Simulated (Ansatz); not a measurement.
## SnSe: energy along a strain

SnSe, Fm-3m, a = 6.020 Å (as given, not relaxed at this level: -3.4 GPa). This isn't the usual stable structure of the compound. Ansatz: LDA, PAW, 420 eV, Γ-centred 8×8×8 mesh on 2 atoms, Gaussian smearing 0.05 eV; no spin polarisation. Cell vectors (Å): 0.000 3.010 3.010; 3.010 0.000 3.010; 3.010 3.010 0.000. The cell is strained by x per cent times the pattern (1 -1 0 0 0 0) in the order xx yy zz yz xz xy (engineering shears), with fractional coordinates held. y is the free energy over the start, V0 = 27.271 Å³/atom. Symmetry makes y even in x.

```
x (%) y (meV/atom)
-4.00             ?
-2.00          7.17
 0.00          0.00
 0.50          0.45
 1.00          1.79
 1.50          4.03
 2.50         11.23
 3.00         16.21
 3.50         22.13
```

Problem. Fit y = c2 x² + c4 x⁴ to the other rows, get the stiffness along the pattern, and predict the missing energy.

Solution. Least squares on the rows shown. y = 1.7865 x² + 0.0016294 x⁴. The clamped-ion stiffness p·C·p = 2 × 17.86 eV × 160.2 / 27.271 Å³ = 210 GPa (second derivative at the start, which stands under stress). At x = -4.00 the fit asked for gives 29.00 meV/atom. The run gave 29.01 meV/atom, so the fit is 0.01 meV/atom too low, a small miss on the scale of the series.